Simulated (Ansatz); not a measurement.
Space group R-3:H (No. 148). a = 10.106 Å, b = 10.106 Å, c = 11.731 Å, α = 90.00°, β = 90.00°, γ = 120.00°
```csv
atom,site,symmetry,x,y,z
Te,6c,3.,0.0000,0.0000,0.2891
Te,18f,1,0.2977,0.3338,0.5814
Mo,18f,1,0.5234,0.3504,0.4308
```

Equation of state of this Te₄Mo₃ structure (not necessarily the ground state), with shape and atoms relaxed at each volume where symmetry leaves them free. It has no gap at any of these volumes. Theory: DFT PBEsol, scalar-relativistic, plane waves, PAW (Ansatz).

Plane waves to 420 eV, a k mesh through Γ of 6×6×6 on the computed 14-atom cell and Gaussian smearing (0.10 eV); no spin polarisation.

```
V (Å³/atom) E − E(largest V) (meV/atom) P (GPa)
     21.739                        43.86     8.81
     22.480                        10.54     5.73
     23.221                       -10.20     3.33
     23.962                       -21.14     1.46
     24.703                       -24.47     0.00
     25.444                       -21.91    -1.12
     26.185                       -14.81    -1.99
     27.173                         0.00    -2.84
```

Q: Fit a third-order Birch–Murnaghan equation to E(V).

A: V0 = 24.72 Å³/atom, B0 = 42 GPa, B0' = 7.7.

Spin-orbit coupling is left out, which matters for the bands of heavy elements.

Cost: 8 runs of about 39 core-minutes in all, on Intel Xeon 6975P-C (Granite Rapids) (shared hosts).